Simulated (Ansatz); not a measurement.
LiCl (rock salt)

```
LiCl
1.0
    0.00000     5.15039     5.15039
    2.57520     2.57520     5.15039
    2.57520     2.57520     0.00000
Cl Li
2 2
Direct
  0.00000   0.00000   0.00000
  0.50000   0.00000   0.00000
  0.00000   0.50000   0.50000
  0.50000   0.50000   0.50000
```

A phonon eigenvector at X = (0.5, 0.5, 0.0) is frozen into this cell: atom i moves by Q times the vector below, so Q is the largest atomic displacement, in Å. The cell is held. It is one choice among 2 degenerate patterns. (q is in reciprocal vectors of the primitive cell; the cell shown is doubled to hold the pattern.)

```csv
atom,x,y,z
Cl1,0.000,-1.000,0.000
Cl2,0.000,1.000,0.000
Li3,0.000,0.951,0.000
Li4,0.000,-0.951,0.000
```

These are PBE (plane waves to 420 eV, PAW, scalar-relativistic; Ansatz, a first-principles code) values and carry that method's errors. k mesh 11×11×11 (Γ-centred), Fermi-Dirac smearing 0.05 eV. Energies are smeared free energies. LiCl was relaxed with its symmetry unable to fall. ΔE is measured from the undisplaced structure.

| Q (Å) | ΔE (meV/cell) |
|---|---|
| -0.180 | 82.4 |
| -0.150 | 56.8 |
| -0.120 | 36.1 |
| -0.090 | withheld |
| -0.060 | 9.0 |
| -0.030 | 2.2 |
| 0.000 | 0.0 |
| 0.030 | 2.2 |
| 0.060 | 9.0 |
| 0.090 | withheld |
| 0.120 | 36.1 |
| 0.150 | 56.8 |
| 0.180 | 82.4 |

Task: Fit an even polynomial form (powers 2, 4) to the given rows and predict ΔE at Q = -0.090.

Result: Least squares on the 11 given rows: ΔE = (2481)·Q² + (1933)·Q⁴, in meV/cell with Q in Å; root-mean-square residual 0.03 meV/cell. At -0.090 the fit gives 20.2 meV/cell; the calculation gives 20.2 meV/cell, the same to the digits shown. The quadratic term alone would give 20.1 meV/cell.

(A displaced cell: forces are minus the slopes of the energy, force constants its curvatures, and phonons follow from these.)
